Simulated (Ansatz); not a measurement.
Values for one crystal, relaxed and computed with plane-wave PAW PBE (Ansatz code); other levels are named.

| Property | Value |
|---|---|
| Volume per atom | 25.66 Å³ |
| Band gap | 0.93 eV (indirect) |
| Smallest direct gap on the standard path | 1.11 eV |
| Formation energy from the elements (no fitted shifts) | -0.46 eV/atom |
| Conduction-band minimum | on the Y–Γ line, 32 % of the way from Y (k = 0.000, 0.339, 0.000) (2 equivalent valleys) |
| Valence-band maximum | on the Γ–Z line, 91 % of the way from Γ (k = 0.000, 0.000, 0.453) |

Question: Which compound is it?
(A) SnS, Pnma (Sn on 4c, S on 4c)
(B) SiC, P6_222 (Si on 3d, C on 3c)
(C) MgSe, rock salt
(D) GaAs, zinc blende

Answer: A, SnS, Pnma (Sn on 4c, S on 4c)

Symmetry was held in the PBE relaxation. A crystal of weakly bound layers computed without a dispersion correction: the cell and the soft elastic constants depend strongly on that. The references are the lowest solids computed at this level, not always the standard phases. Spin–orbit coupling is left out wherever it is not named.

Potentials: the later of the program's two PAW sets.
